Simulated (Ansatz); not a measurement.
Put GaP₄ in Cmmm (No. 65): Ga on 2b; P on 8n.

These are results of DFT PBE, scalar-relativistic, plane waves, PAW in Ansatz 0.2.0, not measurements. Cutoff 420 eV, Γ-centred mesh, Gaussian smearing, no spin polarisation.

Formation energies are uncorrected and refer to the elements' standard structures at the same level. The references include black phosphorus.

Question: Give the relaxed lattice parameters and positions.

Answer:

Space group Cmmm (No. 65). a = 4.904 Å, b = 5.107 Å, c = 7.058 Å, α = 90.00°, β = 90.00°, γ = 90.00°
```json
{"atom": "Ga", "site": "2b", "symmetry": "mmm", "x": "0.5000", "y": "0.0000", "z": "0.0000"}
{"atom": "P", "site": "8n", "symmetry": "m..", "x": "0.5000", "y": "0.7269", "z": "0.6670"}
```

Ga is surrounded by 4 P at 2.73 Å; P has 4 P at 2.32–2.46 Å, 1 Ga at 2.73 Å and 1 P at 2.79 Å. Another local minimum with the same sites may exist.

Question: Where does its energy lie, and is it a metal?

Answer: The energy over the elements is +0.20 eV/atom and the gap on the 10×10×6 mesh of the 5-atom cell is 0 eV (a metal). A positive value: parting into the elements would lower its energy.

The last run used Gaussian smearing of 0.10 eV. An odd number of electrons in the primitive cell allows no gap without spin; a larger cell or a magnetic state could open one. The cell is a metal run without spin; a magnetic state may lie lower. The reference form of P is held partly by dispersion forces, which this level lacks. A structure relaxed within its symmetry needn't be a true minimum.
